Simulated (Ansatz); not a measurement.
Geometry optimisation in Ansatz: input, command and trajectory.

```yaml
crystal:
  lattice:
    - [4.7266386829, 0.0, 0.0]
    - [-1.6518954718, 3.6113879675, 0.0]
    - [-0.8964669109, 0.4318981759, 3.6332823637]
  atoms:
    - { symbol: Si, position: [0.3183972453, 0.3495879094, 0.1721099609] }
    - { symbol: Si, position: [0.9438681102, 0.6783985619, 0.5484350041] }
    - { symbol: Si, position: [0.6762903683, 0.8428446841, 0.820368571] }
    - { symbol: "N", position: [0.5060505929, 0.623946896, 0.0673481351] }
basis:
  ecutwfc: 420
kpoints:
  mp_grid: { grid: [4, 6, 6] }
hamiltonian:
  xc: pbe
scf:
  occupations: { method: gaussian, width: 0.1 }
  lower_state_search: "off"
output:
  forces: true
  stress: true
  eigenvalues: true
relax:
  adjacent_minimum: "off"
  f_tol: 0.04
  max_steps: 70
  cell: { stress_tol: 0.4 }
```

```bash
ansatz run input.yaml --threads 1 --pin off --max-ram 2560MiB --backend cpu --events-out ev --progress --plain --runs-dir out
```

Theory: DFT PBE, scalar-relativistic, plane waves, PAW in Ansatz.

Of 21 frames 10 are shown, positions in Å and forces in eV/Å; the SCF threshold varies from step to step. Steps run on the plane waves of an earlier cell, with a Pulay correction in the pressure. The basis is chosen afresh for the last frame, the zero of the energies, and at times for earlier ones too; energy and pressure step there, also at an unchanged geometry. Here that happened at step 17 (-13 meV/atom, 0.8 GPa); the frames before carry an error of that size.

```xyz
4
Lattice="4.7266 0.0000 0.0000 -1.6519 3.6114 0.0000 -0.8965 0.4319 3.6333" Properties=species:S:1:pos:R:3:forces:R:3 pbc="T T T" step=1 free_energy_over_end_meV_per_atom=4875.09 pressure_GPa=110.15
Si    0.7732    1.3368    0.6253  -34.7068  -59.7778   24.6289
Si    2.8490    2.6868    1.9926    3.2820   -1.0662   -0.3573
Si    1.0689    3.3982    2.9806   14.6307   19.2062  -21.2523
N     1.3008    2.2824    0.2447   16.7941   41.6378   -3.0194
4
Lattice="4.7173 0.1423 -0.0645 -1.5399 3.5236 0.0383 -0.9313 0.4162 3.7673" Properties=species:S:1:pos:R:3:forces:R:3 pbc="T T T" step=3 free_energy_over_end_meV_per_atom=656.37 pressure_GPa=12.77
Si    0.4786    1.2229    0.7183   -6.0611   -5.6808    2.6283
Si    3.0897    2.6527    1.9880    0.9497   -1.0269   -0.5946
Si    1.2133    3.5896    2.9838    2.4921    4.4920   -3.8094
N     1.4108    2.3425    0.3065    2.6193    2.2158    1.7757
4
Lattice="4.6209 0.0859 -0.0956 -1.5493 3.4279 0.1464 -0.9420 0.5109 3.8512" Properties=species:S:1:pos:R:3:forces:R:3 pbc="T T T" step=5 free_energy_over_end_meV_per_atom=219.02 pressure_GPa=-1.58
Si    0.1232    1.2101    0.8355    0.9709    0.6874   -0.3438
Si    3.0540    2.5150    1.9707   -0.9804   -0.0662   -0.9935
Si    1.2038    3.6696    3.0594    0.1584    0.0697    0.0769
N     1.5350    2.1888    0.4596   -0.1490   -0.6908    1.2604
4
Lattice="4.4507 0.0735 -0.2041 -1.4993 3.4499 0.1656 -0.9943 0.4965 3.9996" Properties=species:S:1:pos:R:3:forces:R:3 pbc="T T T" step=8 free_energy_over_end_meV_per_atom=115.48 pressure_GPa=0.78
Si    0.1359    1.2380    0.8832   -0.0031   -0.0882    0.1200
Si    2.7599    2.5076    1.7717   -0.0028   -0.0883    0.2356
Si    1.1093    3.6773    3.1911    0.2328    0.2803   -0.1740
N     1.5356    2.1619    0.5005   -0.2268   -0.1039   -0.1816
4
Lattice="4.5529 0.1566 -0.0126 -1.4716 3.2529 0.0306 -0.8589 0.3923 4.1723" Properties=species:S:1:pos:R:3:forces:R:3 pbc="T T T" step=10 free_energy_over_end_meV_per_atom=77.37 pressure_GPa=-1.22
Si    0.2730    1.1091    0.9923   -0.3170    0.1560   -0.5390
Si    2.7563    2.2735    1.8599   -0.0473   -0.1318   -0.0376
Si    1.4801    3.5940    3.4304    0.0988   -0.0012   -0.0826
N     1.5681    2.1522    0.4732    0.2655   -0.0231    0.6592
4
Lattice="4.7466 0.0643 0.2450 -1.6097 3.2299 0.0452 -0.7061 0.5084 4.1614" Properties=species:S:1:pos:R:3:forces:R:3 pbc="T T T" step=12 free_energy_over_end_meV_per_atom=39.53 pressure_GPa=0.00
Si    0.1551    1.1651    0.8903    1.4638    0.6820   -0.0404
Si    2.8843    2.1727    2.0954   -0.1724    0.1143    0.1418
Si    1.7337    3.5697    3.6337   -0.1601   -0.1020    0.0325
N     1.6792    2.1252    0.7849   -1.1313   -0.6943   -0.1339
4
Lattice="4.7394 0.0207 0.2542 -1.6406 3.1791 0.0620 -0.7016 0.5289 4.2760" Properties=species:S:1:pos:R:3:forces:R:3 pbc="T T T" step=14 free_energy_over_end_meV_per_atom=17.06 pressure_GPa=0.28
Si    0.1790    1.1651    0.9175   -0.1456   -0.0767   -0.1358
Si    2.8282    2.1426    2.1778   -0.0630   -0.0780   -0.1132
Si    1.6966    3.5024    3.7549    0.0190    0.0124    0.0817
N     1.6609    2.0220    0.8027    0.1896    0.1422    0.1673
4
Lattice="4.7752 0.0349 0.2890 -1.6422 3.1591 0.0555 -0.6803 0.5301 4.2743" Properties=species:S:1:pos:R:3:forces:R:3 pbc="T T T" step=17 free_energy_over_end_meV_per_atom=1.62 pressure_GPa=0.68
Si    0.1892    1.1627    0.9023   -0.0014   -0.0017    0.0023
Si    2.8591    2.1259    2.1950    0.0082    0.0172   -0.0205
Si    1.7565    3.4951    3.7820   -0.0071   -0.0185    0.0286
N     1.6778    2.0356    0.8398    0.0002    0.0030   -0.0104
4
Lattice="4.7780 0.0377 0.3241 -1.6411 3.1419 0.0647 -0.6536 0.5492 4.3318" Properties=species:S:1:pos:R:3:forces:R:3 pbc="T T T" step=19 free_energy_over_end_meV_per_atom=0.21 pressure_GPa=-0.05
Si    0.1916    1.1644    0.9105   -0.0068   -0.0221   -0.0228
Si    2.8597    2.1250    2.2520    0.0089    0.0035   -0.0171
Si    1.7961    3.4936    3.8721    0.0056    0.0171    0.0436
N     1.6877    2.0308    0.8858   -0.0078    0.0016   -0.0037
4
Lattice="4.7766 0.0333 0.3254 -1.6439 3.1455 0.0646 -0.6527 0.5507 4.3302" Properties=species:S:1:pos:R:3:forces:R:3 pbc="T T T" step=21 free_energy_over_end_meV_per_atom=0.00 pressure_GPa=0.02
Si    0.1899    1.1630    0.9087   -0.0003    0.0020    0.0041
Si    2.8579    2.1240    2.2522    0.0024    0.0019   -0.0098
Si    1.7939    3.4963    3.8732   -0.0005   -0.0036    0.0013
N     1.6843    2.0313    0.8867   -0.0016   -0.0004    0.0045
```

The start is a random arrangement. At the end the space group is P1 (tolerance 0.05 Å).

The run took 100 s on 1 thread of Intel(R) Xeon(R) 6975P-C (Granite Rapids) (shared host), peak memory 0.43 GiB.

The k mesh is coarse.